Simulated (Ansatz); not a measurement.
**Structures of AsI: which is lowest?**

Plane-wave DFT in Ansatz with scalar-relativistic PAW potentials, cutoff 420 eV, Γ-centred meshes chosen by cell and gap, Gaussian smearing with energies taken to zero width. Every cell was relaxed (cell and atoms) in a run of its own, within the symmetry of its start. Functional: PBE.

Relaxed structures (starts from databases or built by putting these elements on another compound's sites):
A. Pm-3m, 2 atoms in the computed cell, a = 3.732 Å; sites (symmetry × multiplicity) As m-3m × 1, I m-3m × 1; start: built
B. Fm-3m, 2 atoms in the computed cell, a = 6.162 Å; sites (symmetry × multiplicity) As m-3m × 4, I m-3m × 4; start: built

Question: Rank them by energy. Could pressure change the order?

Answer:
| structure | group | E − E(lowest) (meV/atom) | V (Å³/atom) | gap on mesh (eV) |
| --- | --- | --- | --- | --- |
| B | Fm-3m | 0.0 | 29.25 | 0.00 |
| A | Pm-3m | 202 | 25.99 | 0.00 |

B is lowest, 202 meV/atom under A. A is denser by 3.26 Å³/atom, so pressure favours it: ΔE/ΔV, with ΔE in eV and 1 eV/Å³ = 160.2 GPa, gives about 10 GPa for equal enthalpy if both cells were rigid, a rough figure since the two compress differently. Other structures may lie lower than all of these, and vibrations aren't counted.

Spin-orbit coupling is left out, which matters for the bands of heavy elements.